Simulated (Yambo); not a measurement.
G0W0@PBEsol for WCu₂S₄ (space group P-42m, No. 111) in Yambo (2×2×2 mesh, 8 Ry block, plasmon pole, screening fixed), without a terminator:

| bands N in G | gap A → X (eV) | shift of the valence edge (eV) |
|---|---|---|
| 118 | 2.415 | -0.123 |
| 197 | 2.353 | -0.331 |
| 306 | 2.318 | -0.436 |

Task: Extrapolate both columns to infinite N with E(N) = E∞ + A/N, test the form, and compare with the terminator.

Result: From two points, E∞ = (N2 E2 − N1 E1)/(N2 − N1). The two largest N give 2.25 eV for the gap and -0.63 eV for the shift; the two smallest give 2.26 eV and -0.64 eV. For the gap the slopes A are 18 and 19 eV: the 1/N form holds. For the shift the slopes A are 61 and 58 eV: the 1/N form holds. With the Bruneval-Gonze terminator and 306 bands the run gives 2.30 eV and -0.56 eV, 0.05 eV and 0.06 eV from the extrapolated values: the terminator too is an estimate of the remainder. Block, mesh and the bands in W are held fixed.

Spin-orbit coupling is not included.

Geometry relaxed with PBE+D3(BJ); primitive cell a = b = 5.376 Å, c = 5.060 Å, α = β = γ = 90.00°.

The structure is a Materials Project entry; no match was found in the copy of COD used, and its stability was not checked.

A shift is the quasiparticle energy of the state minus its PBEsol energy.
